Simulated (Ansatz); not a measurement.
A distorted cell of Mo$_{3}$Se$_{4}$ (space group R-3):

```
CELL_PARAMETERS angstrom
      4.56971     2.63832     3.59832
     -4.56971     2.63832     3.59832
      0.00000    -5.27665     3.59832
ATOMIC_POSITIONS crystal
  Mo 0.58518 0.78658 0.45528
  Mo 0.41482 0.21342 0.54472
  Mo 0.45528 0.58518 0.78658
  Mo 0.54472 0.41482 0.21342
  Mo 0.78658 0.45528 0.58518
  Mo 0.21342 0.54472 0.41482
  Se 0.79541 0.79541 0.79541
  Se 0.20459 0.20459 0.20459
  Se 0.87268 0.63017 0.23792
  Se 0.12732 0.36983 0.76208
  Se 0.23792 0.87268 0.63017
  Se 0.76208 0.12732 0.36983
  Se 0.63017 0.23792 0.87268
  Se 0.36983 0.76208 0.12732
```

Computed with PBEsol (plane waves to 420 eV, PAW, scalar-relativistic; Ansatz, a quantum-chemistry and plane-wave program). k mesh 6×6×6 (Γ-centred), Fermi-Dirac smearing 0.05 eV. E stands for the smeared free energy. Stress and pressure are positive under compression. At this level the bands of Mo3Se4 touch or barely overlap. Mo3Se4 is run without spin polarisation. Mo3Se4 was relaxed with its symmetry unable to fall.

### Question
Give the stress tensor in GPa and the pressure.

### Answer
```
    8.6      0.0      0.0
    0.0      8.6      0.0
    0.0      0.0      8.4
```
The pressure, a third of the trace, is 8.5 GPa.

### Question
It is the relaxed cell scaled evenly to V/V₀ = 0.900, atoms relaxed where free. What is its energy relative to the relaxed cell?

### Answer
48 meV/atom.

(Under strain, the slope of the energy per volume gives the stress and its curvature an elastic modulus.)
